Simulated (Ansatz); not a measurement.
BAs (zinc blende)

```
CELL_PARAMETERS angstrom
      0.00000     2.39195     2.39195
      2.39195     0.00000     2.39195
      2.39195     2.39195     0.00000
ATOMIC_POSITIONS crystal
  As 0.75000 0.75000 0.75000
  B  0.00000 0.00000 0.00000
```

These are r2SCAN (plane waves to 500 eV, PAW, scalar-relativistic; Ansatz, a quantum-chemistry and plane-wave program) values and carry that method's errors. Harmonic phonons by density-functional perturbation theory on a 12×12×12 k mesh, in cm⁻¹; i marks imaginary ones, q is in fractions of the reciprocal vectors of the cell shown, and the three acoustic modes at Γ are left out. The non-analytic (LO-TO) term is not included, so polar modes at Γ have their transverse values. BAs was relaxed with its symmetry unable to fall.

### Question
Does any mode at Γ, L = (0.5, 0.0, 0.0), X = (0.5, 0.5, 0.0) come out imaginary?

### Answer
No imaginary mode at these points (lowest 144 cm⁻¹ at L = (0.5, 0.0, 0.0)); other wave vectors were not tested.

### Question
Predict the phonon wavenumbers at Γ, L = (0.5, 0.0, 0.0), X = (0.5, 0.5, 0.0).

### Answer
| q | wavenumbers (cm⁻¹) |
|---|---|
| Γ | 697 (×3) |
| L = (0.5, 0.0, 0.0) | 144 (×2), 313, 669 (×2), 706 |
| X = (0.5, 0.5, 0.0) | 199 (×2), 323, 627 (×2), 737 |
